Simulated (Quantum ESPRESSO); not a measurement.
## Kohn-Sham bands of GaCuSe$_{2}$ (chalcopyrite)

```
CELL_PARAMETERS angstrom
      5.60274     0.00000     0.00000
      0.00000     5.60274     0.00000
     -2.80137    -2.80137     5.55517
ATOMIC_POSITIONS crystal
  Ga 0.75000 0.25000 0.50000
  Ga 0.50000 0.50000 0.00000
  Cu 0.25000 0.75000 0.50000
  Cu 0.00000 0.00000 0.00000
  Se 0.12500 0.12122 0.75000
  Se 0.37122 0.87500 0.25000
  Se 0.62500 0.62878 0.75000
  Se 0.87878 0.37500 0.25000
```

Structure: Materials Project mp-4840, symmetrised, not relaxed again. COD (Crystallography Open Database) has an entry of this formula and space group (matched by these alone). Level: PBEsol, no spin polarisation, no spin-orbit coupling; pw.x of Quantum ESPRESSO at 74 Ry with PseudoDojo potentials, 4×4×4 k-points, Wannier90. Density: 6×6×6 mesh, Gaussian smearing 0.01 Ry. A non-magnetic state is assumed, with no Hubbard U; filled 3d bands tend to lie too high at this level. Spin-orbit coupling, left out, would split the p-like bands by a few tenths of an eV. The gap is small at this level and was sampled on the meshes and a path alone.

List the Kohn-Sham levels between −8 and 3.1 eV relative to the valence-band maximum at the high-symmetry points, as a band run of pw.x on that density gives them (levels within 2 meV counted together).


| point | k (reciprocal lattice) | levels (eV) |
|---|---|---|
| Γ | 0.000 0.000 0.000 | -7.71, -6.38, -5.08, -4.67, -4.64, -4.27 (×2), -3.58 (×2), -3.26 (×2), -3.20, -2.18, -2.13, -2.03, -1.75, -1.70 (×2), -1.61, -0.10 (×2), 0.00, 0.09, 1.81, 2.16 |
| X | 0.500 -0.500 0.000 | -7.22 (×2), -5.51 (×2), -4.27 (×2), -3.40 (×2), -3.26 (×2), -3.16 (×2), -2.00 (×2), -1.85 (×2), -1.39 (×2), -0.84 (×2), -0.50 (×2), 1.05 (×2) |
| P | 0.500 -0.500 0.250 | -7.18 (×2), -5.69 (×2), -3.82 (×2), -3.60 (×2), -3.34 (×2), -3.12 (×2), -2.05 (×2), -1.83 (×2), -1.41 (×2), -0.86 (×2), -0.70 (×2), 1.50 (×2), 3.01 (×2) |
| N | 0.000 -0.500 0.500 | -7.25, -6.43, -5.12, -4.78, -4.70, -4.37, -3.95, -3.72, -3.53, -3.49, -3.32, -3.07, -2.02, -1.98, -1.96, -1.85, -1.73, -1.42, -1.37, -1.25, -1.16, -0.58, 2.11, 2.49 |
| M | 0.000 0.000 0.500 | -7.05 (×2), -4.60 (×2), -3.87 (×2), -3.74 (×2), -3.54 (×2), -3.33 (×2), -2.23 (×2), -1.98 (×2), -1.33 (×2), -1.25 (×2), -0.93 (×2), 1.75 (×2), 1.82 (×2), 2.79 (×2) |
| S | 0.000 -0.373 0.686 | -7.10, -6.59, -4.97, -4.79, -4.70, -4.07, -3.95, -3.90, -3.50, -3.31, -3.29, -3.22, -2.05, -2.00, -1.96, -1.79, -1.77, -1.65, -1.46, -1.22, -0.77, -0.60, 1.87, 2.31, 2.40 |
| S_0 | 0.000 -0.627 0.314 | -7.10, -6.59, -4.97, -4.79, -4.70, -4.07, -3.95, -3.90, -3.50, -3.31, -3.29, -3.22, -2.05, -2.00, -1.96, -1.79, -1.77, -1.65, -1.46, -1.22, -0.77, -0.60, 1.87, 2.31, 2.40 |
| R | 0.373 -0.627 0.127 | -7.09 (×2), -5.44 (×2), -4.21 (×2), -3.49 (×2), -3.35 (×2), -3.19 (×2), -2.01 (×2), -1.91 (×2), -1.46 (×2), -0.87 (×2), -0.71 (×2), 1.34 (×2) |
| G | 0.373 -0.373 0.500 | -7.09 (×2), -5.44 (×2), -4.21 (×2), -3.49 (×2), -3.35 (×2), -3.19 (×2), -2.01 (×2), -1.91 (×2), -1.46 (×2), -0.87 (×2), -0.71 (×2), 1.34 (×2) |
